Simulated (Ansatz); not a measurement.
An input for the plane-wave PAW code Ansatz:

```yaml
crystal:
  lattice:
    - [2.3028452139, 1.3295483041, 8.3879460991]
    - [-2.3028452139, 1.3295483041, 8.3879460991]
    - [0.0, -2.6590966083, 8.3879460991]
  atoms:
    - { symbol: Rb, position: [0.5, 0.5, 0.5] }
    - { symbol: Ce, position: [0.0, 0.0, 0.0], spin: 1.09 }
    - { symbol: Te, position: [0.2647071153, 0.2647071153, 0.2647071153] }
    - { symbol: Te, position: [0.7352928847, 0.7352928847, 0.7352928847] }
basis:
  ecutwfc: 420
  ecutrho_ratio: 4
kpoints:
  mp_grid: { grid: [8, 8, 8] }
  band_path:
    path:
      - [[0.0, 0.0, 0.0], [0.5, 0.5, 0.5], [0.81658368, 0.18341632, 0.5]]
      - [[0.5, -0.18341632, 0.18341632], [0.5, 0.0, 0.0], [0.0, 0.0, 0.0], [0.34170816, -0.34170816, 0.0]]
      - [[0.65829184, 0.0, 0.34170816], [0.5, 0.0, 0.5], [0.0, 0.0, 0.0]]
    npoints: 14
hamiltonian:
  xc: pbesol
scf:
  occupations: { method: gaussian, width: 0.05 }
  lower_state_search: "off"
  n_extra_bands: 22
output:
  forces: true
  stress: true
  eigenvalues: true
  populations: true
  hubbard: { sites: [{ species: Ce, l: f }] }
  dos: { projected: true, de: 0.02, nscf_kmesh: { grid: [12, 12, 12] } }
  bader: false
magnetization:
  spin_polarized: true
checkpoint:
  read: start.run
```

The folder start.run holds the converged state of an earlier run on the same cell; the run starts from that state's density and uses only the symmetry operations that the state has.

The start was a prototype's sites filled with these elements; the Crystallography Open Database holds the compound in this structure.

What the program printed, in part:

```
Ce: projections on atomic orbitals take those of the free atom [Kr 4d10] 4f1 5s2 5p6 5d1 6s2, of charge +0.00 (hamiltonian.pseudopotentials.projection_atoms); the dataset's partial waves leave at most 1.4e-5 of an orbital's norm unspanned inside its sphere
scf.n_extra_bands = 22 over 27 filled bands (N_el = 53.0): the run solves 49 bands
Pseudopotentials: kind: paw
Pseudopotential: Rb, paw, valence charge 9, recommended cutoff 420 eV (normal), Rb.paw.azcp
Pseudopotential: Ce, paw, valence charge 12, recommended cutoff 420 eV (normal), Ce.paw.azcp
Pseudopotential: Te, paw, valence charge 16, recommended cutoff 420 eV (normal), Te.paw.azcp
Crystal: 4 atoms, lattice volume = 154.090 Å³
Basis set: ecut = 420 eV, 3041 PW (Γ), FFT grids on a1−a3, a2−a3, a3, exchange–correlation on 64×64×120 points (8 copies of the dense FFT grid, shifted against one another)
Bands: 49, of which v1, the nominal top of the filled ones, is band 27 counted from 1 (26 counted from 0)
Symmetry: 12 space group operations
Space group: R-3m (ITA 166), of the structure as read, at distance tolerance 5.4e-5 Å
Magnetic group: BNS 166.97 (UNI 1327), of the structure as read, at distance tolerance 5.4e-5 Å
k-points: 65 of 512
Initial density: read from a saved state, or passed on in memory by an earlier SCF of this step, an earlier step, the calling program or the single point that the run made first
Starting moments: Σ|m| = 1.09 μB on 1 of 4 sites; this step starts from the density that it was given
Initial wavefunctions: pseudopotential atomic-orbital guess
Functional: x = pbesol(κ = 0.804, μ = 0.12346), c = pbesol(β = 0.046)
iter 1 solved again at ethr=6.87e-7 eV; its pass at ethr=3.10e-3 eV (dr2=3.64e-4 eV) is discarded
```

```
SCF iter   1: F=—  HF=-23509.911616 eV  |F-HF|=—  |Δ(HF+E_count)|=         —  Δρ=1.99e-6 (↑1.99e-6 ↓1.75e-6)  dr2=9.33e-9  dr2_m=3.89e-10  M=1.000 μB ∫|m|=1.123 μB  β_m=0.30  ethr=6.87e-7  ⟨swp⟩=4.3  Hψ=48461  notcnv=0
SCF iter   2: F=—  HF=-23509.911616 eV  |F-HF|=—  |Δ(HF+E_count)|=   1.54e-7  Δρ=1.03e-6 (↑1.03e-6 ↓6.72e-7)  dr2=3.16e-9  dr2_m=1.70e-10  M=1.000 μB ∫|m|=1.123 μB  β_m=0.25  ethr=1.76e-11  ⟨swp⟩=10.3  Hψ=37646  notcnv=0
SCF iter   3: F=-23509.911616 eV  HF=-23509.911616 eV  |F-HF|=1.37e-9  |Δ(HF+E_count)|=   1.08e-9  Δρ=5.42e-7 (↑5.42e-7 ↓4.79e-7)  dr2=8.17e-10  dr2_m=2.68e-11  M=1.000 μB ∫|m|=1.123 μB  ethr=5.97e-12  ⟨swp⟩=1.6  Hψ=14110  notcnv=0
```

```
SCF 1 converged in 3 iterations: F = -23509.911616 eV  dr2 = 8.17e-10
NSCF: frozen V_eff on 101 k-points
NSCF: frozen V_eff on 189 k-points
SCF converged after 3 iterations
Magnetization: 1.0000 μB (27.0000 up, 26.0000 down)
Absolute magnetization: 1.1197 μB (∫|ρ↑−ρ↓|, with the PAW one-centre terms)
Per-site moments (μB) at R_I (Å): [(-0.00131, 1.49626), (0.98674, 1.30789), (-0.02163, 1.30789), (-0.02163, 1.30789)]
Free energy (F): -23509.911616 eV
E sigma→0 (E₀):  -23509.909525 eV
Entropy (-TS):   -0.004181 eV (-1.045 meV/atom)
Fermi energy:    8.032524 eV
--- Per-component energies (eV) ---
  E_band       = -684.360056
  E_kinetic    = 920.472856
  E_local      = -4291.844312  (includes V_loc(G=0)·N_el)
  E_nonlocal   = -469.812376
  E_hartree    = 2258.155580
  E_xc         = -595.581203
  E_vxc        = -589.081571  (∫ρ·V_xc dr)
  E_paw        = -17133.156597  (= ΣΔE_a)
  E_vpaw       = -770.403859  (= ΣTr[D̂ρ^β])
  E_aug_tail   = -0.000351  (compensation charges beyond the density's cutoff)
  E_ewald      = -4199.240629
  E_core_change = 1.099597  (= ΣΔE_core)
  E_smearing   = -0.004181  (= −TS)
--- Forces (eV/Å), atoms counted from 1 ---
  atom   1  Rb     0.00000000     0.00000000     0.00000000
  atom   2  Ce     0.00000000     0.00000000     0.00000000
  atom   3  Te     0.00000000     0.00000000     0.00036795
  atom   4  Te     0.00000000     0.00000000    -0.00036795
--- Stress (GPa, compression-positive) ---
        0.000088       0.000000       0.000000
        0.000000       0.000088       0.000000
        0.000000       0.000000      -0.010195
  P = ⅓ Tr σ = -0.0033 GPa (-0.033 kbar)
--- Löwdin populations: 4 sites ---
  site symbol       q [e]    m [muB]
     0     Rb      8.3195     0.0005
     1     Ce     11.6678     1.0665
     2     Te     16.4527    -0.0378
     3     Te     16.4527    -0.0378
--- Occupation matrices: 1 shell (Löwdin-built; ε = 2.00e-2, provisional) ---
  Ce1 f_4F up     Tr n = 1.1343  λ = 0.012 0.012 0.014 0.060 0.091 0.091 0.854
  Ce1 f_4F dn     Tr n = 0.1245  λ = 0.000 0.009 0.009 0.012 0.028 0.028 0.037
```

In short (PBEsol): pressure 0.0 GPa, gap on the mesh 0.08 eV (close to the smearing width), site spin moments Ce 0.99 μB.

Semilocal functionals without a U place occupied f levels too high and empty ones too low, so gaps that touch them come out too small. Spin–orbit coupling, which matters for such heavy elements, is left out. The run wasn't fully tested for a lower electronic state. Site moments are of spin, integrated over atomic spheres. Spin–orbit coupling shifts the heavy anion's p levels by more than this gap and may close it. Only parallel moments were tried, so the real magnetic order may be another.

The open shells may stand above their lowest state, and forces and pressures are less sure for it.
